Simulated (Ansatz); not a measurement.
The cell is Ga2SbP, ordered on the zincblende lattice (P-4m2) with 4 atoms a cell; cell and atoms were relaxed with r2SCAN. Space group P-4m2 (No. 115), tetragonal; conventional cell a = 4.093 Å, c = 5.803 Å, 24.30 Å³ an atom. P has 4 Ga at 2.42 Å; Ga has 2 P at 2.42 Å and 2 Sb at 2.60 Å; Sb has 4 Ga at 2.60 Å.

The questions ask for values computed with the PAW code Ansatz on this geometry. No magnetic order and no zero-point or thermal motion; the cell was built from a prototype and may be hypothetical.

Given (6×6×4 mesh): PBE gives a direct gap of 0.14 eV at Γ.

(1) Estimate the gap with PBE+SOC on 6×6×4.

(2) What does r2SCAN give for the gap (6×6×4 mesh)?

(3) How does the gap change from PBE to HSE06 (4×4×4)?

(4) Roughly how does the cost of the HSE06 run (4×4×4) compare with r2SCAN's (6×6×4)?

(5) Going by these computed values, what does each step up buy?

## Answers

(1) With PBE+SOC the gap is 0.02 eV and direct, at Γ. (This is within a few times the smearing of 0.02 eV, so the filling near the edges can be smeared.) The gap differs by -0.12 eV from PBE's.

(2) The r2SCAN gap is direct at Γ: 0.49 eV. The gap differs by +0.35 eV from PBE's.

(3) HSE06 gives a direct gap of 0.86 eV at Γ. The gap differs by +0.72 eV from PBE's.

(4) About 10 times as much (6 core-minutes against 40 core-seconds, on 2 threads of Arm Neoverse N1, on a shared host).

(5) r2SCAN covers 49 % of the step from PBE to HSE06, while HSE06 needs about 10 times r2SCAN's cost (on a coarser mesh). Spin-orbit coupling moves the least or the direct gap by up to 0.13 eV, so it has to be included where a tenth of an eV counts. Among these functionals the gap stays direct.

Only the levels marked +SOC include spin-orbit coupling.

Gaps or overlaps of about a tenth of an eV are at the limit of these meshes: between the points read a gap can be smaller or closed.

The meshes of the hybrids are coarse, so their gaps aren't converged to the digits shown.

Gaps under 0.1 eV (PBE+SOC) can't be told from a closed one: the bands may be in normal order or already inverted, which a gap's size doesn't show.
